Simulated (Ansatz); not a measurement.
The start is a randomly generated symmetric cell of NbP (space group No. 3). Cell shape, volume and atoms are optimised at zero target pressure with PBE (plane waves to 420 eV, PAW, scalar-relativistic; Ansatz, an electronic-structure program). The first steps use a coarse 8×8×6 k-mesh.

Initial structure:
```
CELL_PARAMETERS angstrom
      2.91470     0.00000     0.00000
      0.00000     3.00613     0.00000
     -0.73274     0.00000     4.00064
ATOMIC_POSITIONS crystal
  Nb 0.50000 0.18123 0.50000
  P  0.00000 0.11617 0.00000
```

Question: What pressure does the first self-consistent step give?

Answer: +12 GPa (positive: the cell is compressed).

Question: What is the largest force in the starting geometry, and on which atom (counted from 1)?

Answer: About 0.6 eV/Å, on Nb1, P2 (atoms numbered as listed).

Question: How much energy is released per atom?

Answer: 0.98 eV/atom.

Question: How does the volume per atom move from start to end?

Answer: -14.2 %, from 17.53 to 15.04 Å³/atom.

Final values are on a 15×15×15 k-mesh of the relaxed cell. No spin polarisation in the result.

The run could not lose the symmetry of its start, so the end can be a saddle point.

The relaxed structure here is a generated cell of NbP: the first start was made by a random draw of sites in a space group, and the end was not matched to a known phase here, so it may be hypothetical.
